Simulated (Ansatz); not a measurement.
Relaxed-ion elastic tensor of AlV$_{4}$C$_{3}$ in space group P6_3/mmc (No. 194; Pearson symbol hP16) in GPa (Voigt order), the program Ansatz at the PBEsol level (PAW); density 5.42 g/cm³, 10.21 Å³ per atom.

```
483  118  122  0.0  0.0  0.0
118  483  122  0.0  0.0  0.0
122  122  416  0.0  0.0  0.0
0.0  0.0  0.0  186  0.0  0.0
0.0  0.0  0.0  0.0  186  0.0
0.0  0.0  0.0  0.0  0.0  182
```

Q: Is the crystal mechanically stable?

A: Yes: the smallest eigenvalue of C is 182 GPa.

Q: Work out the Voigt, Reuss and Hill averages.

A: K_V = 234, K_R = 233, K_H = 234; G_V = 179, G_R = 178, G_H = 178 GPa.

Q: Give Young's modulus, Poisson's ratio, Pugh's ratio and the universal anisotropy index.

A: E = 9KG/(3K + G) = 427 GPa; ν = 0.20; K/G = 1.31 (brittle by the Pugh limit of 1.75); A_U = 5G_V/G_R + K_V/K_R − 6 = 0.03.

Q: Estimate the sound speeds and the Debye temperature.

A: v_l = √((K + 4G/3)/ρ) = 9330 m/s, v_t = √(G/ρ) = 5740 m/s, mean 6330 m/s; Θ = (h/k)(3n/4πV)^(1/3) v_m = 869 K.

Q: How much does each axis shrink under pressure?

A: Linear compressibilities β_i = Σ_j S_ij (j = 1 to 3): x 1.3, y 1.3, z 1.6 per TPa.

The first step of the workflow began from a Materials Project structure, measured or hypothetical; the Crystallography Open Database copy checked does not list it. Its standing as an ambient phase is unchecked. The PBEsol relaxation kept the symmetry of its start; its stability against distortions is not shown here. No spin polarisation was allowed. As this level gives no gap, shear constants depend on the k-mesh and smearing (Fermi–Dirac, 0.1 eV here).

Potentials: the later of the program's two PAW sets.
